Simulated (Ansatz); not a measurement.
Values for one crystal, relaxed and computed with DFT-r²SCAN in the program Ansatz with PAW potentials; other levels are named.

* **Volume per atom**: 22.74 Å³
* **Band gap**: 3.36 eV (indirect)
* **Formation energy from the elements (no fitted shifts)**: -1.16 eV/atom
* **Conduction-band minimum**: at Γ
* **Smallest direct gap on the standard path**: 3.45 eV
* **Valence-band maximum**: off the standard path, at k = (0.219, -0.219, 0.333) in fractions of the reciprocal vectors

Pick the material that matches.
A) NaCrS2O8, C2/m (Pearson symbol mS24)
B) Al2CdS4, I-4 (Al on 2c, Al on 2b, Cd on 2a, S on 8g)
C) Cs2NaAlH6, Fm-3m (Cs on 8c, Na on 4b, Al on 4a, H on 24e)
D) SbRuS, P2_1/c (Sb on 4e, Ru on 4e, S on 4e)

B, Al2CdS4, I-4 (Al on 2c, Al on 2b, Cd on 2a, S on 8g)

The workflow started from a Materials Project entry (that database holds measured and hypothetical structures alike); the Crystallography Open Database files this formula in space group No. 82, but the cells were not matched. Its standing as an ambient phase is unchecked. Symmetry was held in the r²SCAN relaxation; its stability against distortions is not shown here. The references are the lowest solids computed at this level, not always the standard phases. Scalar-relativistic: spin–orbit coupling is off unless named, which matters more the heavier the elements.

Potentials: the later of the program's two PAW sets.
